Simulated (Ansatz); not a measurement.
# Ionic part of the dielectric constant of KBr at 2 GPa, mode by mode

Method: Ansatz 0.2.0, DFT LDA, scalar-relativistic, plane waves, PAW. Plane waves to 420 eV; Γ-centred k mesh 6×6×6; fixed occupations. No spin polarisation. Phonons by linear response, acoustic sum rule imposed.

Symmetry: Fm-3m, No. 225, cubic system. The conventional cell has a = 6.203 Å, b = 6.203 Å, c = 6.203 Å, α = 90.00°, β = 90.00°, γ = 90.00°. K (site symmetry m-3m) has 6 Br at 3.10 Å as nearest neighbours. Around Br (site symmetry m-3m) lie 6 K at 3.10 Å.

At this pressure the crystal is close to a known change of phase.

The primitive cell has V = 59.66 Å³ and ε∞,zz = 2.872. Each polar mode adds Δε = (4.92064×10⁷/V)·S/ν² along z, with S its oscillator strength in e²/amu, ν in cm⁻¹ and V in Å³.

Task: From these modes, find each Δε and ε0,zz.
```
ν (cm⁻¹) S_zz (e²/amu)
   154.4         0.0446
```

Result:
```tsv
ν (cm⁻¹)	Δε
154.4	1.54
```

The sum is 1.543, so ε0,zz = 4.41; the run's tensor has 4.41.

Task: Where do the longitudinal modes lie for a wave vector along z?

Result: At 191 cm⁻¹. The Lyddane–Sachs–Teller product Π(ν_LO/ν_TO)² = 1.54 matches ε0/ε∞ = 1.54.